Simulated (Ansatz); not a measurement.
This cell of TiC (rock salt) is off equilibrium:

```
TiC
1.0
    0.00000     4.32850     4.32850
    2.16425     0.00000     2.16425
    2.16425     2.16425     0.00000
C Ti
2 2
Direct
  0.02801   0.98133   0.98133
  0.47199   0.01867   0.01867
  0.25000   0.50000   0.50000
  0.75000   0.50000   0.50000
```

Computed with r2SCAN (plane waves to 500 eV, PAW, scalar-relativistic; Ansatz, a first-principles code). k mesh 9×18×18 (Γ-centred), Fermi-Dirac smearing 0.05 eV. Compression counts positive. With partly filled bands, energies and forces of such displacements shift with the k mesh and the smearing. The PAW data are Ansatz's earlier set. TiC is run without spin polarisation. TiC was relaxed with its symmetry unable to fall.

Predict the force on every atom, in eV/Å.


| atom | Fx | Fy | Fz |
|---|---|---|---|
| C1 | 1.936 | -1.936 | -1.936 |
| C2 | -1.936 | 1.936 | 1.936 |
| Ti3 | 0.000 | 0.000 | 0.000 |
| Ti4 | 0.000 | 0.000 | 0.000 |

What is the stress tensor (GPa)?


```
    2.8      1.2      1.2
    1.2      2.8     -1.2
    1.2     -1.2      2.8
```
The pressure, a third of the trace, is 2.8 GPa.

(For displaced atoms, the force is minus the slope of the energy, and its curvature is a force constant, which sets phonon frequencies.)
